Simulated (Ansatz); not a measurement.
CaTiSe₂:
Space group P-3m1 (No. 164); a = 3.768 Å, b = 3.768 Å, c = 6.736 Å, α = 90.00°, β = 90.00°, γ = 120.00°

```json
[
 {"atom": "Se", "site": "2d", "symmetry": "3m.", "x": "0.3333", "y": "0.6667", "z": "0.2221"},
 {"atom": "Ti", "site": "1a", "symmetry": "-3m.", "x": "0.0000", "y": "0.0000", "z": "0.0000"},
 {"atom": "Ca", "site": "1b", "symmetry": "-3m.", "x": "0.0000", "y": "0.0000", "z": "0.5000"}
]
```

Relaxed with PBE+D3(BJ).

Decompose the optical modes at the zone centre into irreducible representations, and say which are infrared and Raman allowed.

Point group -3m: Γ_opt = A1g + 2A2u + Eg + 2Eu. Infrared: A2u, Eu. Raman: A1g, Eg.

Assign frequencies (DFPT, PBE+D3(BJ) (plane waves, PAW; program Ansatz)).

Eg 153, Eu 178, A1g 193, Eu 238, A2u 240, A2u 274 cm⁻¹.

The cell is a constructed one: a structure type filled with these elements; neither database checked (COD, Materials Project) lists it. Whether it is the stable phase at ambient conditions was not checked. The PBE+D3(BJ) relaxation kept the symmetry of its start; of distortions, only those at the zone centre were tested. No spin polarisation was allowed. As this level gives no gap, phonon frequencies hold no LO–TO term and depend on the k-mesh and smearing (Fermi–Dirac, 0.1 eV here).

Potentials: the later of the program's two PAW sets.
